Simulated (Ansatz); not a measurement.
Theory: DFT PBE, scalar-relativistic, plane waves, PAW in Ansatz 0.2.0. All cells share a 420 eV cutoff and Γ-centred k meshes spaced at most about 0.3 Å⁻¹ (about 0.25 or finer for metals, 2π included). No spin polarisation in the final relaxations.

Temperature and zero-point effects are left out. All come from trial cells, and lower structures may exist.

**Question.** Which of these relaxed structures of ZrNbGe2 is the lowest in energy?
A.

```cif
data_structure
_symmetry_space_group_name_H-M 'R-3m:H'
_symmetry_Int_Tables_number 166
_cell_length_a 3.7782
_cell_length_b 3.7782
_cell_length_c 18.7213
_cell_angle_alpha 90.000
_cell_angle_beta 90.000
_cell_angle_gamma 120.000
_cell_volume 231.44
loop_
_atom_site_label
_atom_site_type_symbol
_atom_site_symmetry_multiplicity
_atom_site_Wyckoff_symbol
_atom_site_fract_x
_atom_site_fract_y
_atom_site_fract_z
_atom_site_occupancy
Zr1 Zr 3 a 0.00000 0.00000 0.00000 1
Nb1 Nb 3 b 0.66667 0.33333 0.83333 1
Ge1 Ge 6 c 0.33333 0.66667 0.91298 1
```

B.

```cif
data_structure
_symmetry_space_group_name_H-M 'P4/mmm'
_symmetry_Int_Tables_number 123
_cell_length_a 3.7957
_cell_length_b 3.7957
_cell_length_c 5.3581
_cell_angle_alpha 90.000
_cell_angle_beta 90.000
_cell_angle_gamma 90.000
_cell_volume 77.20
loop_
_atom_site_label
_atom_site_type_symbol
_atom_site_symmetry_multiplicity
_atom_site_Wyckoff_symbol
_atom_site_fract_x
_atom_site_fract_y
_atom_site_fract_z
_atom_site_occupancy
Zr1 Zr 1 a 0.00000 0.00000 0.00000 1
Nb1 Nb 1 d 0.50000 0.50000 0.50000 1
Ge1 Ge 1 b 0.00000 0.00000 0.50000 1
Ge2 Ge 1 c 0.50000 0.50000 0.00000 1
```

C.

```cif
data_structure
_symmetry_space_group_name_H-M 'P6mm'
_symmetry_Int_Tables_number 183
_cell_length_a 4.4503
_cell_length_b 4.4503
_cell_length_c 5.6361
_cell_angle_alpha 90.000
_cell_angle_beta 90.000
_cell_angle_gamma 120.000
_cell_volume 96.67
loop_
_atom_site_label
_atom_site_type_symbol
_atom_site_symmetry_multiplicity
_atom_site_Wyckoff_symbol
_atom_site_fract_x
_atom_site_fract_y
_atom_site_fract_z
_atom_site_occupancy
Zr1 Zr 1 a 0.00000 0.00000 0.13122 1
Nb1 Nb 1 a 0.00000 0.00000 0.68169 1
Ge1 Ge 2 b 0.33333 0.66667 0.87640 1
```

D.

```cif
data_structure
_symmetry_space_group_name_H-M 'I4/mmm'
_symmetry_Int_Tables_number 139
_cell_length_a 4.9404
_cell_length_b 4.9404
_cell_length_c 5.8559
_cell_angle_alpha 90.000
_cell_angle_beta 90.000
_cell_angle_gamma 90.000
_cell_volume 142.93
loop_
_atom_site_label
_atom_site_type_symbol
_atom_site_symmetry_multiplicity
_atom_site_Wyckoff_symbol
_atom_site_fract_x
_atom_site_fract_y
_atom_site_fract_z
_atom_site_occupancy
Zr1 Zr 2 b 0.00000 0.00000 0.50000 1
Nb1 Nb 2 a 0.00000 0.00000 0.00000 1
Ge1 Ge 4 d 0.00000 0.50000 0.25000 1
```

**Answer.** A. It has space group R-3m (No. 166); the next, B, with space group P4/mmm (No. 123), lies 30 meV/atom higher. Counting Ge atoms around Nb and Zr (those within 1.25 times the shortest such distance or 1.15 times the sum of covalent radii, 1.27 where that leaves under three), the lowest and the next both have Zr 6, Nb 6.

A magnetic state wasn't ruled out in cells without spin, among them P4/mmm. Cells relaxed within their symmetry can be saddle points. Some candidate types were left out of the draw beforehand, so a known form may be missing.
